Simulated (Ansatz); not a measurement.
A trial form of Al2O

Theory: Ansatz, DFT PBE, scalar-relativistic, plane waves, PAW. Cutoff 420 eV, Gaussian smearing, Γ-centred meshes. Cell and atoms relax first on a coarse mesh and then on a finer one. In between, the cell is made exact in the group found at 0.06 Å. In metals the finer mesh still leaves noise of several meV/atom or more. The steps can't lower the symmetry of their start. No spin polarisation in the relaxation; trial moments died out in a coarse test.

Recipe of this trial structure of Al2O: random cell by space group and Wyckoff sites (I4/mmm, No. 139). Its size is a rough estimate.

```yaml
crystal:
  lattice:
    - [-1.94062, 1.94062, 3.30376]
    - [1.94062, -1.94062, 3.30376]
    - [1.94062, 1.94062, -3.30376]
  atoms:
    - { symbol: Al, position: [0.50000, 0.00000, 0.50000] }
    - { symbol: Al, position: [0.00000, 0.50000, 0.50000] }
    - { symbol: O, position: [0.50000, 0.50000, 0.00000] }
```

Formation energies are uncorrected and refer to the elements' standard structures at the same level (O₂ as a molecule).

**Question.** Which structure results?

**Answer.** The symmetry stays I4/mmm (No. 139). The volume per atom shrinks by 8.1 %, from 16.6 to 15.3 Å³. The shortest distance goes from 1.94 Å (Al–O) to 1.99 Å (Al–O). The ratio c/a of the conventional cell changes by a factor of 0.86. Conventional cell: a = 3.971 Å, c = 5.802 Å. Al has 2 O at 1.99 Å; O has 4 Al at 1.99 Å.

Space group I4/mmm (No. 139). a = 3.971 Å, b = 3.971 Å, c = 5.802 Å, α = 90.00°, β = 90.00°, γ = 90.00°
| atom | site | symmetry | x | y | z |
| --- | --- | --- | --- | --- | --- |
| Al | 4c | mmm. | 0.0000 | 0.5000 | 0.0000 |
| O | 2b | 4/mmm | 0.5000 | 0.5000 | 0.0000 |

**Question.** How does it come out in energy, and is it a metal?

**Answer.**

- Formation energy: −0.57 eV/atom
- Gap on the 16×16×16 mesh of the 3-atom cell: 0 eV (a metal)

The last run used Gaussian smearing of 0.10 eV. A structure relaxed within its symmetry needn't be a true minimum. In all, the 3 runs took 59 s on 1 thread of Arm Neoverse V1 (shared host). Another cell of Al2O relaxed alike, in P4/mmm, lies 0.46 eV/atom lower, so this cell isn't the stable form at this level.
